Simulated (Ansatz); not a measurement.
ScInSbP3, before and after

The guess for ScInSbP3 was made by a generator: random cell by space group and Wyckoff sites (P4/mmm, No. 123). Lengths were set from tabulated atomic sizes, so they are only a guess.

start.cif

```cif
data_structure
_symmetry_space_group_name_H-M 'P4/mmm'
_symmetry_Int_Tables_number 123
_cell_length_a 4.9948
_cell_length_b 4.9948
_cell_length_c 5.8763
_cell_angle_alpha 90.000
_cell_angle_beta 90.000
_cell_angle_gamma 90.000
_cell_volume 146.60
loop_
_atom_site_label
_atom_site_type_symbol
_atom_site_symmetry_multiplicity
_atom_site_Wyckoff_symbol
_atom_site_fract_x
_atom_site_fract_y
_atom_site_fract_z
_atom_site_occupancy
Sc1 Sc 1 a 0.00000 0.00000 0.00000 1
In1 In 1 d 0.50000 0.50000 0.50000 1
Sb1 Sb 1 b 0.00000 0.00000 0.50000 1
P1 P 2 f 0.00000 0.50000 0.00000 1
P2 P 1 c 0.50000 0.50000 0.00000 1
```

Method: Ansatz, DFT PBE, scalar-relativistic, plane waves, PAW. Cutoff 420 eV, Gaussian smearing, Γ-centred meshes. Cell and atoms relax first on a coarse mesh and then on a finer one. In between, the cell is made exact in the group found at 0.06 Å. In metals the finer mesh still leaves noise of several meV/atom or more. The steps can't lower the symmetry of their start. No spin polarisation in the relaxation; trial moments died out in a coarse test.

end.cif

```cif
data_structure
_symmetry_space_group_name_H-M 'P4/mmm'
_symmetry_Int_Tables_number 123
_cell_length_a 5.0001
_cell_length_b 5.0001
_cell_length_c 5.7614
_cell_angle_alpha 90.000
_cell_angle_beta 90.000
_cell_angle_gamma 90.000
_cell_volume 144.04
loop_
_atom_site_label
_atom_site_type_symbol
_atom_site_symmetry_multiplicity
_atom_site_Wyckoff_symbol
_atom_site_fract_x
_atom_site_fract_y
_atom_site_fract_z
_atom_site_occupancy
Sc1 Sc 1 a 0.00000 0.00000 0.00000 1
In1 In 1 d 0.50000 0.50000 0.50000 1
Sb1 Sb 1 b 0.00000 0.00000 0.50000 1
P1 P 2 f 0.00000 0.50000 0.00000 1
P2 P 1 c 0.50000 0.50000 0.00000 1
```

The symmetry stays P4/mmm (No. 123). The volume per atom shrinks by 1.7 %, from 24.4 to 24.0 Å³. The shortest distance stays 2.50 Å (Sc–P and P–P).

* Volume per atom: 24.01 Å³
* Density: 4.32 g/cm³
* Formation energy: +0.01 eV/atom
* Gap on the 8×8×8 mesh of the 6-atom cell: 0 eV (a metal)

Energies over the elements count from the elements' standard structures at the same level, with no fitted energy shifts. The references include black phosphorus. The formation energy is too near zero to say whether this cell lies below the elements.

The last run used Gaussian smearing of 0.10 eV. The k mesh leaves some 4 meV/atom of noise in the energy of each metallic cell. Spin–orbit coupling, which can matter for Sb, is left out. The reference form of P is held partly by dispersion forces, which this level lacks. Symmetry constrained the relaxation, so the result can be a saddle point. In all, the 3 runs took 5.4 min on 1 thread of AMD EPYC 7571 (shared host).
